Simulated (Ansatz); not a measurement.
The relaxed structure here is a generated cell of Cu2O: the first start was made by placing the elements on the sites of a structure type, and the end was not matched to a known phase here, so it may be hypothetical. Known forms of Cu2O include space group No. 224.

The end point of a relaxation of Cu$_{2}$O. All values below come from r2SCAN (plane waves to 500 eV, PAW, scalar-relativistic; Ansatz, a first-principles code).

```
CELL_PARAMETERS angstrom
      3.42198     0.00000     0.00000
     -1.71099     2.96352     0.00000
      0.00000     0.00000     6.45298
ATOMIC_POSITIONS crystal
  O  0.33333 0.66667 0.25000
  O  0.66667 0.33333 0.75000
  Cu 0.00000 0.00000 0.00000
  Cu 0.00000 0.00000 0.50000
  Cu 0.33333 0.66667 0.75000
  Cu 0.66667 0.33333 0.25000
```

Task: Find the space group and the Wyckoff positions (tolerance 0.01 Å).

Result: Space group P6₃/mmc (No. 194); a = 3.4220 Å, b = 3.4220 Å, c = 6.4530 Å, α = 90.00°, β = 90.00°, γ = 120.00°

```csv
atom,site,symmetry,x,y,z
O,2c,-6m2,0.3333,0.6667,0.2500
Cu,2a,-3m.,0.0000,0.0000,0.0000
Cu,2d,-6m2,0.6667,0.3333,0.2500
```

Task: Give the shortest distances between elements (the closest pairs, up to four, under 3.6 Å).

Result: Cu–O 1.98 Å; Cu–Cu 2.55 Å; O–O 3.42 Å.

```json
{
  "volume_per_atom": "10.91 Å³",
  "band_gap": "no gap on the sampled points, where the bands overlap only slightly; such a result is sensitive to mesh and level"
}
```

No spin polarisation in the result. The d or f electrons are treated with no Hubbard U.

The run could not lose the symmetry of its start, so the end can be a saddle point.

All atoms sit on sites fixed by symmetry, so only the cell could relax.
